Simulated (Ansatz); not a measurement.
SiNi: do energies and stresses tell the same story?

Computed with DFT r2SCAN, scalar-relativistic, plane waves, PAW (Ansatz 0.2.0).

Plane waves to 500 eV, a k mesh through Γ of 8×10×6 on the computed 8-atom cell and Gaussian smearing (0.10 eV); no spin polarisation.

Relaxed cell: Pnma, a = 5.098 Å, b = 3.350 Å, c = 5.574 Å, α = 90.00°, β = 90.00°, γ = 90.00°, 8 atoms in the primitive cell.

Energies at zero smearing and pressures from the stress tensor, at volumes with shape and atoms relaxed:
```tsv
V (Å³/atom)	E − E(first) (meV/atom)	P (GPa)
11.185	0.00	12.76
11.542	-20.58	5.86
11.899	-26.92	-0.01
12.256	-21.20	-4.98
12.613	-5.28	-9.16
```

Check P = −dE/dV between neighbouring volumes, and get the bulk modulus from the pressures alone.

With 1 eV/Å³ = 160.2 GPa:
```json
{"middle V (Å³/atom)": "11.364", "−ΔE/ΔV (GPa)": "9.235", "mean P (GPa)": "9.314"}
{"middle V (Å³/atom)": "11.721", "−ΔE/ΔV (GPa)": "2.848", "mean P (GPa)": "2.928"}
{"middle V (Å³/atom)": "12.078", "−ΔE/ΔV (GPa)": "-2.569", "mean P (GPa)": "-2.493"}
{"middle V (Å³/atom)": "12.435", "−ΔE/ΔV (GPa)": "-7.146", "mean P (GPa)": "-7.071"}
```

The two differ by 0.08 GPa at most. The mean of two end pressures misses the average over a step by about ΔV² P″/12, up to 0.09 GPa here; with that taken off 0.01 GPa remains. Around V = 11.899 Å³/atom, the two neighbours give B = −V ΔP/ΔV = 11.899 × 10.84 / 0.714 = 180.7 GPa, against B0 = 179.9 GPa from the Birch–Murnaghan fit of the energies.

A ferromagnetic start lost its moments in a first run, so spin was left out; other magnetic orders weren't tried.

Cost: 6 runs of about 74 core-minutes in all, on Intel Xeon Processor @ 2.50GHz (Skylake/Cascade Lake) (shared hosts).